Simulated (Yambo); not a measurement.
Yambo run on TiO$_{2}$ (space group Pnma, No. 62). The wavefunctions are norm-conserving LDA (Quantum ESPRESSO, 84 Ry, without SOC) ones on a 2×4×1 mesh (48 occupied bands); a = 5.987 Å, b = 3.773 Å, c = 9.073 Å, α = β = γ = 90.00°.

Yambo input:

```
rim_cut
gw0
dyson
el_el_corr
HF_and_locXC
ppa
em1d
RandQpts= 1000000
RandGvec= 1 Ry
EXXRLvcs= 84 Ry
VXCRLvcs= 336 Ry
Chimod= "HARTREE"
% BndsRnXp
 5 | 308 |
%
NGsBlkXp= 7 Ry
% LongDrXp
 1.0 | 1.0 | 1.0 |
%
PPAPntXp= 27.2114 eV
% GbndRnge
 1 | 126 |
%
GTermKind= "BG"
DysSolver= "n"
ExtendOut
% QPkrange
 1 | 1 | 48 | 49 |
 2 | 2 | 48 | 48 |
%
```

k points by index: 1 = Γ, 2 = (0, 0.25, 0).

Resulting energies as the program prints them:

```
#    K-point    Band    Eo [eV]    E [eV]    E-Eo [eV]    Vxc [eV]    Vnlxc [eV]    Sc|Eo [eV]    Sc|E [eV]    dSc/dw|Eo [eV]    Re(Z)    Im(Z)
#
    1    48    -0.195363    -0.662623    -0.467260    -19.21466    -24.30608    4.477746    4.624156    -8.523182    0.761482    -0.001715
    1    49    2.918662    4.483524    1.564862    -19.71171    -12.06668    -5.626835    -6.080169    -7.882035    0.775395    -0.001648
    2    48    0.000000    -0.407443    -0.407443    -19.39230    -24.40402    4.475026    4.604270    -8.627943    0.759256    -0.001736
```
(The two width columns are left out.) Convergence of these settings isn't established.

Geometry of the Materials Project entry, not relaxed at this level.

This is not the ordinary phase of the substance.
